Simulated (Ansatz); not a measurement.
Run on bcc Mo (100), 5 layers: DFT, LDA, PAW with Ansatz's default frozen-core files, scalar-relativistic (Ansatz 0.2.0). This run: core holes in 3d of Mo.

The slab is cut from a bulk crystal relaxed on PAW files (its atoms may have been relaxed since).

Command: `ansatz run input.yaml --threads 2 --pin off --max-ram 4096MiB --backend cpu --events-out ev --progress --plain --runs-dir out` It took 20 s on 2 threads of Intel(R) Xeon(R) Platinum 8488C (Sapphire Rapids), on a shared host, peak memory 0.61 GiB.

```yaml
crystal:
  lattice:
    - [3.1112033377, 0.0, 0.0]
    - [0.0, 3.1112033377, 0.0]
    - [0.0, 0.0, 22.2224]
  atoms:
    - { symbol: Mo, position: [0.0, 0.0, 0.3666937338] }
    - { symbol: Mo, position: [0.5, 0.5, 0.4285887491] }
    - { symbol: Mo, position: [0.0, 0.0, 0.4999999989] }
    - { symbol: Mo, position: [0.5, 0.5, 0.5714112521] }
    - { symbol: Mo, position: [0.0, 0.0, 0.6333062661] }
kpoints:
  mp_grid: { grid: [11, 11, 1] }
scf:
  occupations: { method: fermi_dirac, width: 0.08 }
hamiltonian:
  xc: lda
  pseudopotentials: { kind: paw }
output:
  forces: true
  stress: true
  eigenvalues: true
  core_levels:
    shells: { Mo: ["3d"] }
    counted_from: fermi_level
    add_spin: false
```

Output:

```
Engine: ansatz 0.2.0
Pseudopotentials: kind: paw
Pseudopotential: Mo, paw, valence charge 14, recommended cutoff 420 eV (normal), Mo.paw.azcp
Functional definition: SPW92
  exchange = slater_x
  correlation = pw_c
Crystal: 5 atoms, lattice volume = 215.104 Å³
Basis set: ecut = 420 eV, 4243 PW (Γ)
Bands: 42, of which v1, the nominal top of the filled ones, is band 35 counted from 1 (34 counted from 0)
Symmetry: 16 space group operations
Space group: P4/mmm (ITA 123), of the structure as read, at distance tolerance 6.0e-5 Å
k-points: 21 of 121
Non-local potential: Mo, projectors of the file, l = 0: 3, l = 1: 2, l = 2: 2, l = 3: 1
PAW form: soft (Blöchl's): semilocal exchange-correlation on the pseudo side does not see the compensation charge
PAW frozen core: Mo, regenerated for the run's functional, and the local potential with it (the file was generated under x = pbe(κ = 0.804, μ = 0.2195149727645171), c = pbe(β = 0.06672455060314922))
PAW one-centre angular grid: Mo, 590 points (default); XC on 64 Gauss nodes
Initial density: superposition of atomic densities (neutral atoms: chi_scale 0, normalization atom), corrected by the library's trained network
Initial wavefunctions: pseudopotential atomic-orbital guess
Functional: x = slater, c = lda
SCF iter   1: F=—  HF=-24209.842788 eV  |F-HF|=—  |Δ(HF+E_count)|=         —  Δρ=1.09e-2  dr2=1.07e0  ethr=1.77e-3  ⟨swp⟩=8.3  Hψ=4246  notcnv=0
preconditioner: auto → LDOS  [metal: Δε(μ)=0.011 eV  Ē_g=3.833 eV  σ=0.080 eV  W_gap=0.04  n_scr=44 (ndim 8)  ℏωp=13.9 eV  f_vac=0.568  D(μ)=6.52/eV (n_scr^D=52)  β→1.0]
SCF iter   2: F=—  HF=-24209.783877 eV  |F-HF|=—  |Δ(HF+E_count)|=   5.89e-2  Δρ=3.86e-3  dr2=2.39e-2  ethr=1.53e-3  ⟨swp⟩=2.0  Hψ=1139  notcnv=0
SCF iter   3: F=—  HF=-24209.781225 eV  |F-HF|=—  |Δ(HF+E_count)|=   2.65e-3  Δρ=1.73e-3  dr2=9.59e-3  ethr=3.41e-5  ⟨swp⟩=2.9  Hψ=1845  notcnv=0
SCF iter   4: F=—  HF=-24209.779580 eV  |F-HF|=—  |Δ(HF+E_count)|=   1.64e-3  Δρ=3.59e-4  dr2=7.85e-4  ethr=1.37e-5  ⟨swp⟩=2.6  Hψ=1476  notcnv=0
SCF iter   5: F=—  HF=-24209.779568 eV  |F-HF|=—  |Δ(HF+E_count)|=   1.22e-5  Δρ=1.03e-4  dr2=3.70e-5  ethr=1.12e-6  ⟨swp⟩=2.2  Hψ=1232  notcnv=0
SCF iter   6: F=—  HF=-24209.779643 eV  |F-HF|=—  |Δ(HF+E_count)|=   7.50e-5  Δρ=2.87e-5  dr2=3.52e-6  ethr=5.29e-8  ⟨swp⟩=2.4  Hψ=1269  notcnv=0
SCF iter   7: F=—  HF=-24209.779643 eV  |F-HF|=—  |Δ(HF+E_count)|=   2.73e-7  Δρ=1.65e-5  dr2=1.43e-6  ethr=5.03e-9  ⟨swp⟩=3.2  Hψ=1787  notcnv=0
SCF iter   8: F=—  HF=-24209.779643 eV  |F-HF|=—  |Δ(HF+E_count)|=   1.20e-7  Δρ=4.21e-6  dr2=1.57e-7  ethr=2.04e-9  ⟨swp⟩=2.5  Hψ=1372  notcnv=0
SCF iter   9: F=-24209.779643 eV  HF=-24209.779643 eV  |F-HF|=6.04e-10  |Δ(HF+E_count)|=   1.95e-8  Δρ=1.19e-6  dr2=5.89e-9  ethr=1.43e-10  ⟨swp⟩=7.2  Hψ=3680  notcnv=0
SCF 1 converged in 9 iterations: F = -24209.779643 eV  dr2 = 5.89e-9
  greatest PAW one-centre occupation: 0.999 electrons in one spin orbital (limit 2), on the Mo atom at site 3 (counted from 0), in its partial waves of l = 0
── core hole 1/3: 3d of Mo 0 ──
── 3d of Mo 0: 226.738 eV over the cell without the hole, in 10 iterations ──
── core hole 2/3: 3d of Mo 1 ──
── 3d of Mo 1: 227.174 eV over the cell without the hole, in 10 iterations ──
── core hole 3/3: 3d of Mo 2 ──
── 3d of Mo 2: 227.255 eV over the cell without the hole, in 10 iterations ──
SCF converged after 9 iterations
Free energy (F): -24209.779643 eV
Harris-Foulkes:  -24209.779643 eV  (|F-HF|=6.04e-10)
Internal energy: -24209.641533 eV  (E = F + TS)
E sigma→0 (E₀):  -24209.710588 eV
Entropy (-TS):   -0.138110 eV (-27.622 meV/atom)
Fermi energy:    4.890688 eV
--- Per-component energies (eV) ---
  E_band       = -1390.689979
  E_kinetic    = 2210.247129
  E_local      = -78500.358112  (includes V_loc(G=0)·N_el)
  E_nonlocal   = 745.270520
  E_hartree    = 38017.219341
  E_xc         = -909.563233
  E_vxc        = -1140.005679  (∫ρ·V_xc dr)
  E_paw        = -15449.237362  (= ΣΔE_a)
  E_vpaw       = -740.298774  (= ΣTr[D̂ρ^β])
  E_aug_tail   = 0.000151  (compensation charges beyond the density's cutoff)
  E_ewald      = 29674.415952
  E_core_change = 2.364081  (= ΣΔE_core)
  E_smearing   = -0.138110  (= −TS)
  E_closure    = -0.000000  (closes the sum)
  Σ components = -24209.779643   (vs F -24209.779643, Δ=0.00e0)
--- Forces (eV/Å), atoms counted from 1 ---
  atom   1  Mo    -0.00000000     0.00000000     0.00389198
  atom   2  Mo     0.00000000     0.00000000    -0.00017646
  atom   3  Mo     0.00000000     0.00000000     0.00000000
  atom   4  Mo    -0.00000000     0.00000000     0.00017646
  atom   5  Mo     0.00000000     0.00000000    -0.00389198
  max |Σ_I F_I| component: 4.34e-19 eV/Å
--- Stress (GPa, compression-positive) ---
       -2.945225      -0.000000       0.000000
       -0.000000      -2.945225       0.000000
        0.000000       0.000000      -0.016534
  P = ⅓ Tr σ = -1.9690 GPa (-19.690 kbar)
--- Band table (eV; the first three rows and the last of 21) ---
  k-point 0: bands = ["-56.2028", "-55.9807", "-55.8787", "-55.5428", "-55.5325", "-30.5497", "-30.4736", "-30.4736", "-30.2921", "-30.2238", "-30.2238", "-30.1608", "-29.8982", "-29.8982", "-29.7109", "-29.4688", "-29.3587", "-29.3587", "-29.3004", "-29.3004", "-1.7743", "-0.6212", "-0.2302", "-0.1288", "0.2802", "1.2017", "1.3755", "2.3399", "3.5229", "3.5229", "3.5820", "4.0629", "4.0629", "4.2632", "4.7537", "4.7537", "4.8104", "4.8167", "4.8973", "6.0564", "6.2180", "6.2180"]
  k-point 1: bands = ["-56.1931", "-55.9716", "-55.8762", "-55.5481", "-55.5393", "-30.5966", "-30.5218", "-30.4523", "-30.2918", "-30.2602", "-30.2065", "-30.1022", "-29.9738", "-29.8962", "-29.6222", "-29.5070", "-29.3728", "-29.3342", "-29.3296", "-29.3197", "-1.6009", "-0.4809", "-0.1106", "-0.0314", "0.3827", "1.2821", "1.3321", "2.3662", "3.1786", "3.3506", "3.4032", "3.9585", "4.2094", "4.2606", "4.3389", "4.8006", "5.0469", "5.0587", "5.4482", "5.5803", "5.9628", "6.5672"]
  k-point 2: bands = ["-56.1660", "-55.9458", "-55.8695", "-55.5639", "-55.5588", "-30.7079", "-30.6175", "-30.3907", "-30.3592", "-30.2858", "-30.1567", "-30.0475", "-30.0318", "-29.8914", "-29.5464", "-29.5016", "-29.4141", "-29.4002", "-29.3753", "-29.3151", "-1.1276", "-0.1526", "0.0833", "0.2930", "0.6249", "1.0565", "1.6497", "2.6043", "2.8427", "2.9131", "3.2901", "3.5291", "4.0473", "4.0838", "4.2112", "5.2330", "5.4059", "5.4429", "5.4812", "5.8717", "5.9186", "6.5809"]
  k-point 20: bands = ["-56.0356", "-55.8144", "-55.8047", "-55.6220", "-55.6213", "-30.9516", "-30.9370", "-30.6713", "-30.6483", "-30.3074", "-30.2515", "-30.1544", "-29.9490", "-29.9222", "-29.8759", "-29.8107", "-29.4539", "-29.4427", "-29.3481", "-29.3373", "0.0032", "0.1575", "1.2805", "1.4397", "1.5301", "1.9791", "2.0289", "2.1356", "2.8192", "2.8385", "2.8584", "3.9899", "4.0500", "6.1874", "6.2891", "6.4207", "6.6557", "6.6807", "6.8404", "7.1512", "7.2062", "7.3027"]
--- Core levels from the Fermi level (as output.core_levels.counted_from types it; a hole's nearest image at 3.1 Å) ---
  the holes have no spin, as output.core_levels.add_spin types it
  atom         alike  shell      binding/eV   shift/eV difference/eV images/eV   SCF
  Mo 0             2     3d         226.738     +0.000       226.738         –    10
  Mo 1             2     3d         227.174     +0.436       227.174         –    10
  Mo 2             1     3d         227.255     +0.517       227.255         –    10
  the dataset of Mo with a 3d hole: scattering error 0.005 eV; free atom: scalar-relativistic, large and small components
  the two lines of Mo's 3d: 3d3/2 +1.908 eV and 3d5/2 -1.272 eV off its levels, 2 : 3 in strength
```

The PAW files were made under PBE.
